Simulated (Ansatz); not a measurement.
## Computed properties of PtC

PtC:
```
CELL_PARAMETERS angstrom
      3.00440     0.00000     0.00000
     -1.50220     2.60188     0.00000
      0.00000     0.00000     2.86427
ATOMIC_POSITIONS crystal
  Pt 0.00000 0.00000 0.00000
  C  0.33333 0.66667 0.50000
```

Space group P-6m2 (No. 187); conventional cell a = 3.004 Å, b = 3.004 Å, c = 2.864 Å, α = 90.00°, β = 90.00°, γ = 120.00°.

Method: r²SCAN in the plane-wave PAW code Ansatz. The cell and atoms are relaxed at this level. Other levels are named where they apply.

Cell and energy:

```yaml
volume_per_atom: 11.20 Å³
density: 15.36 g/cm³
Formation energy from the elements (no fitted shifts): 1.57 eV/atom
```

Electronic structure:

```yaml
electronic_character: metallic (no gap)
Density of states at the Fermi level: 0.39 states/eV per atom (mean over ±0.08 eV)
Gap with spin–orbit coupling: none (metallic)
```

Mechanics:

```yaml
Bulk modulus (Birch–Murnaghan fit): 259 GPa
Pressure derivative B′: 5.2
```

The start of the workflow was typed in or built on a structure type; neither database checked (COD, Materials Project) lists it. Its standing as an ambient phase is unchecked. The r²SCAN relaxation kept the symmetry of its start; its stability against distortions is not shown here. The run is not spin-polarised. Its formation energy is positive at this level, so the cell may be metastable or incomplete. The references are the lowest solids computed at this level, not always the standard phases. Spin–orbit coupling is left out wherever it is not named.

Potentials: the earlier of the program's two PAW sets.
